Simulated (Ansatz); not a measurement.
## TiO2: course of a relaxation

Computed with DFT r2SCAN, scalar-relativistic, plane waves, PAW (Ansatz). (500 eV cutoff, 6×6×4 k-mesh, Gaussian smearing of 0.02 eV, no spin polarisation)

What was changed: biaxial strain in the a-b plane, c and atoms relaxed: -2.0 %.

Command:

```bash
ansatz run input.yaml --threads 1 --pin off --max-ram 2560MiB --backend cpu --events-out ev --progress --plain --runs-dir out
```

Input:

```yaml
crystal:
  lattice:
    - [3.7021547992, 0.0, 0.0]
    - [0.0, 3.7021547992, 0.0]
    - [0.0, 0.0, 9.69903395]
  atoms:
    - { symbol: Ti, position: [0.0, 0.5, 0.75] }
    - { symbol: Ti, position: [0.5, 0.5, 0.0] }
    - { symbol: Ti, position: [0.5, 0.0, 0.25] }
    - { symbol: Ti, position: [0.0, 0.0, 0.5] }
    - { symbol: O, position: [0.0, 0.5, 0.9553941071] }
    - { symbol: O, position: [0.5, 0.5, 0.7946058929] }
    - { symbol: O, position: [0.5, 0.0, 0.0446058929] }
    - { symbol: O, position: [0.0, 0.0, 0.7053941071] }
    - { symbol: O, position: [0.5, 0.0, 0.4553941071] }
    - { symbol: O, position: [0.0, 0.0, 0.2946058929] }
    - { symbol: O, position: [0.0, 0.5, 0.5446058929] }
    - { symbol: O, position: [0.5, 0.5, 0.2053941071] }
basis:
  ecutwfc: 500
kpoints:
  mp_grid: { grid: [6, 6, 4] }
hamiltonian:
  xc: r2scan
scf:
  occupations: { method: gaussian, width: 0.02 }
output:
  forces: true
  stress: true
  eigenvalues: true
relax:
  adjacent_minimum: "off"
  f_tol: 0.008
  max_steps: 40
  cell: { stress_tol: 0.015, fix: [a, b, gamma] }
```

F is the free energy. Steps run on the plane waves of an earlier cell, but the last one, and at times one on the way, on a freshly chosen basis, so a repeated geometry can differ a little in energy. The held parts of the cell keep their stress, so P needn't end at zero.

Steps:

```
step F − F(1) (eV) largest force component (eV/Å) V (Å³/atom) P (GPa)
   1         0.0000                           0.025       11.078     7.80
   2        -0.0239                           0.016       11.178     5.97
   3        -0.0329                           0.010       11.291     3.97
   4        -0.0329                           0.001       11.293     3.90
   5        -0.0345                           0.001       11.293     3.89
   6        -0.0345                           0.000       11.293     3.90
   7        -0.0345                           0.000       11.293     3.90
```

Relaxed structure:

```yaml
crystal:
  lattice:
    - [3.70215, 0.00000, 0.00000]
    - [0.00000, 3.70215, 0.00000]
    - [0.00000, 0.00000, 9.88729]
  atoms:
    - { symbol: Ti, position: [0.00000, 0.50000, 0.75000] }
    - { symbol: Ti, position: [0.50000, 0.50000, 0.00000] }
    - { symbol: Ti, position: [0.50000, 0.00000, 0.25000] }
    - { symbol: Ti, position: [0.00000, 0.00000, 0.50000] }
    - { symbol: O, position: [0.00000, 0.50000, 0.95346] }
    - { symbol: O, position: [0.50000, 0.50000, 0.79654] }
    - { symbol: O, position: [0.50000, 0.00000, 0.04654] }
    - { symbol: O, position: [0.00000, 0.00000, 0.70346] }
    - { symbol: O, position: [0.50000, 0.00000, 0.45346] }
    - { symbol: O, position: [0.00000, 0.00000, 0.29654] }
    - { symbol: O, position: [0.00000, 0.50000, 0.54654] }
    - { symbol: O, position: [0.50000, 0.50000, 0.20346] }
```

Symmetry: I4_1/amd, No. 141, tetragonal system. The conventional cell has a = 3.702 Å, b = 3.702 Å, c = 9.887 Å, α = 90.00°, β = 90.00°, γ = 90.00°. Ti (site symmetry -4m2) has 6 O at 1.91 to 2.01 Å as nearest neighbours. O (site symmetry 2mm) is surrounded by 3 Ti at 1.91 to 2.01 Å.

The run converged. Time: 3 min on 1 thread of AMD EPYC 7R43 64-Core Processor (Zen 3), with other jobs on the host, peak memory 0.79 GiB.